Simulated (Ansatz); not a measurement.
ZrIr3:
```xyz
4
Lattice="-1.9921 1.9921 3.9972 1.9921 -1.9921 3.9972 1.9921 1.9921 -3.9972" Properties=species:S:1:pos:R:3 pbc="T T T"
Ir     0.0000     0.0000     3.9972
Ir     0.0000     1.9921     1.9986
Ir     1.9921     0.0000     1.9986
Zr     0.0000     0.0000     0.0000
```

Relaxed with PBE. Special points in fractions of this cell's reciprocal vectors: Γ (0.000, 0.000, 0.000); X (0.000, 0.000, 0.500); P (0.250, 0.250, 0.250); N (0.000, 0.500, 0.000); M (0.500, 0.500, -0.500); S (0.312, 0.688, -0.312); S0 (-0.312, 0.312, 0.312); R (-0.124, 0.124, 0.500); G (0.500, 0.500, -0.124).

Problem. List the band energies nearest the Fermi level at these points for PBE in the plane-wave PAW code Ansatz.

Solution. In eV from the Fermi level; about four levels below and three above (degenerate sets whole), none deeper than 8.9 eV; points with the same levels are listed once.

| k | below | above |
|---|---|---|
| Γ | -1.70 -1.70 -1.34 -0.88 | 0.02 1.70 2.36 |
| X | -1.63 -1.62 -0.81 -0.31 | 0.41 0.42 0.85 |
| P | -1.24 -1.16 -1.16 -1.03 | 0.25 2.47 2.47 |
| N | -2.07 -1.28 -1.17 -1.07 | 0.31 0.48 1.02 |
| M | -1.18 -1.18 -1.16 -0.10 -0.10 | 0.23 0.71 1.69 |
| S | -1.40 -1.08 -0.97 -0.16 | 0.36 0.95 2.06 |
| R | -1.23 -0.57 -0.21 -0.08 | 0.07 0.63 3.02 |

Space group I4/mmm. A made-up cell: these elements were put on the sites of a structure type; neither database checked (COD, Materials Project) lists it. COD files the formula under space group No. 221. Its standing as an ambient phase is unchecked. The cell was relaxed with PBE under the symmetry of its start; its stability against distortions is not shown here. No spin polarisation was allowed. Scalar-relativistic: spin–orbit coupling is off unless named, which matters more the heavier the elements.

Potentials: the earlier of the program's two PAW sets.
